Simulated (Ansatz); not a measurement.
One crystal and one scan (scan of one atom of the cell) at two levels, PBE (plane waves to 420 eV, PAW, scalar-relativistic; Ansatz, a quantum-chemistry and plane-wave program) and r2SCAN (plane waves to 500 eV, PAW, scalar-relativistic; Ansatz), each from its own relaxed cell and on its own mesh.

The crystal is Pd (fcc, Cu type); one Pd atom of a 4-atom cell moves by s along Cartesian [110], with its periodic images.

The energy includes the smearing's −TS. Pd is run without spin polarisation. Pd was relaxed with its symmetry unable to fall. (PBE) Left out: 2 of 11 points, with atoms too close for the PAW data. (r2SCAN) Left out: 2 of 11 points, with atoms too close for the PAW data. With partly filled bands, energies and forces of such displacements shift with the k mesh and the smearing.

| quantity | run 1 | run 2 |
|---|---|---|
| Lattice constant a (Å) | 3.908 | 3.943 |
| Force constant k = d²E/ds² at s = 0 (finite differences) (eV/Å²) | 8.85 | 8.37 |

Q: Which run is which level?

A: Run 2 is PBE, run 1 is r2SCAN. PBE gives the higher value for: lattice constant a. PBE gives the lower value for: force constant k = d²E/ds² at s = 0. Both give the same shape of the curve: a single well with its minimum at or next to zero displacement.

(For displaced atoms, the force is minus the slope of the energy, and its curvature is a force constant, which sets phonon frequencies.)
